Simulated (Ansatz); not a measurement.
HfO₂ (fluorite)

```
CELL_PARAMETERS angstrom
      0.00000     5.09760     5.09760
      2.54880     0.00000     2.54880
      2.54880     2.54880     0.00000
ATOMIC_POSITIONS crystal
  Hf 0.00000 0.00000 0.00000
  Hf 0.50000 0.00000 0.00000
  O  0.12500 0.25000 0.25000
  O  0.62500 0.25000 0.25000
  O  0.37500 0.75000 0.75000
  O  0.87500 0.75000 0.75000
```

In each cell atom 4 (O, nearest neighbour Hf at 2.207 Å; its periodic images, 3.6 Å or more away, move with it) moves by s·(1.000, 0.000, 0.000) (along Cartesian x), the rest being held.

All values below come from PBE (plane waves to 420 eV, PAW, scalar-relativistic; Ansatz, a program for electronic structure). k mesh 9×9×9 (Γ-centred), Fermi-Dirac smearing 0.05 eV. The energy includes the smearing's −TS. HfO2 is run without spin polarisation. HfO2 was relaxed with its symmetry unable to fall. Spin-orbit coupling is left out, though Hf is heavy. This is a high-temperature form of HfO2. ΔE is measured from the undisplaced structure.

```csv
s (Å),ΔE (meV/cell)
-0.440,1208
-0.352,760
-0.264,422
-0.176,186
-0.088,46
0.000,0
0.088,46
0.176,185
0.264,422
0.352,762
0.440,1216
```

**Question.** What force constant k = d²E/ds² at s = 0 does the table give?

**Answer.** 12 eV/Å². It is the second difference of the nearest points, corrected with the next pair.

**Question.** With k = 11.87 eV/Å² from the forces, is the well harmonic out to s = 0.440 Å?

**Answer.** ½ks² = 1149 meV/cell against the computed 1216 meV/cell, so the well is stiffer than harmonic there.

(For displaced atoms, the force is minus the slope of the energy, and its curvature is a force constant, which sets phonon frequencies.)
